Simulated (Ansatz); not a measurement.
# Al2Ga3P5: rattling a relaxed structure

It was reached by relaxing an invented guess, and it needn't be the stable form of this composition.

Computed with DFT PBE, scalar-relativistic, plane waves, PAW (Ansatz 0.2.0). Plane waves to 420 eV, a k mesh through Γ of 10×10×10 on the computed 10-atom cell and Gaussian smearing (0.02 eV); no spin polarisation.

The cell below (10 atoms, space group I-4m2 (No. 119)) is relaxed within its symmetry.

```
CELL_PARAMETERS angstrom
-1.94702 1.94702 13.76704
1.94702 -1.94702 13.76704
1.94702 1.94702 -13.76704
ATOMIC_POSITIONS crystal
Al 0.70000 0.70000 0.00000
Al 0.30000 0.30000 0.00000
Ga 0.90001 0.90001 0.00000
Ga 0.50000 0.50000 0.00000
Ga 0.09999 0.09999 0.00000
P 0.54998 0.04998 0.50000
P 0.15021 0.65021 0.50000
P 0.75000 0.25000 0.50000
P 0.34979 0.84979 0.50000
P 0.95002 0.45002 0.50000
```

For the test it was strained at random (σ = 1.5 % a component), the atoms were moved at random (σ = 0.05 Å), and all was relaxed again on a coarse 4×4×4 mesh (in the run’s order of axes) with 0.10 eV smearing, with no symmetry imposed.

Question: Does it come back?

Answer: It returns, within 1 meV/atom of the unmoved cell on that mesh and with the same symmetry when read at 0.1 Å. No instability shows in this cell; modes of other wave vectors, which need another repeat, aren't tested.
